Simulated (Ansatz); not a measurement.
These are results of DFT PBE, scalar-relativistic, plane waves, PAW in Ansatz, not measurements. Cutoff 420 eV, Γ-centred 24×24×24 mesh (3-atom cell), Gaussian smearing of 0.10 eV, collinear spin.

Formation energies are uncorrected and count from the elements' standard states at the same level.

Q: Give a relaxed trial structure of a tetragonal metal that holds Pt and 1 more element, with a formation energy near −0.22 eV/atom, a density near 16.94 g/cm³ and a net moment near 1.2 μB per atom, in a cell of 3 atoms.

A: FePt2, space group I4/mmm (No. 139). Fe is surrounded by 8 Pt at 2.66 Å and 4 Fe at 2.76 Å; Pt has 4 Fe at 2.66 Å and 8 Pt at 2.76–2.89 Å.

```xyz
3
Lattice="-1.3781 1.3781 5.7546 1.3781 -1.3781 5.7546 1.3781 1.3781 -5.7546" Properties=species:S:1:pos:R:3 pbc="T T T"
Fe    0.0000    0.0000    5.7546
Pt    0.0000    0.0000    9.6972
Pt    0.0000    0.0000    1.8120
```

- Volume per atom: 14.57 Å³
- Density: 16.94 g/cm³
- Formation energy: −0.22 eV/atom
- Gap on the 24×24×24 mesh of the 3-atom cell: 0 eV (a metal)
- Net moment per atom: 1.21 μB
- Moment by site: Fe 3.1; Pt 0.3 (×2) μB

The structure comes from a generated guess, relaxed at this level; another structure or a mixture of phases may lie lower. The answer needn't be unique; the calculation gave this one.

Spin–orbit coupling, which can matter for Pt, is left out. The magnetic state reached may not be the lowest. Symmetry constrained the relaxation, so the result can be a saddle point. Site moments count only spheres around the atoms; the net moment includes the space between them.
